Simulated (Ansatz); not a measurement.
MgB$_{2}$, in the lowest among the structures calculated here: P6/mmm (No. 191), hP3; a = 3.067 Å, b = 3.067 Å, c = 3.515 Å, α = 90.00°, β = 90.00°, γ = 120.00°; Mg 1a (0.000, 0.000, 0.000); B 2d (0.333, 0.667, 0.500). All values below come from r2SCAN (plane waves to 500 eV, PAW, scalar-relativistic; Ansatz, a first-principles code). Element references, the lowest calculated here: Mg (P6₃/mmc), B (R-3m).

Total energies (eV/atom, σ → 0; comparable only within this code, potentials and settings):

```
phase          E (eV/atom)
-------------  -----------
MgB2 (P6/mmm)     -746.687
Mg (P6₃/mmc)     -1926.407
B (R-3m)          -156.554
```

**Question.** What is the formation energy of this P6/mmm form of MgB2 from the elements?

**Answer.** E_f = -746.687 − [1 × (-1926.407) + 2 × (-156.554)] / 3 = -0.18 eV/atom (-0.5 eV per formula unit).

Static energies, no anion corrections, no zero-point energy. Values are rounded to 0.01 eV/atom. The compounds carry no spin polarisation.
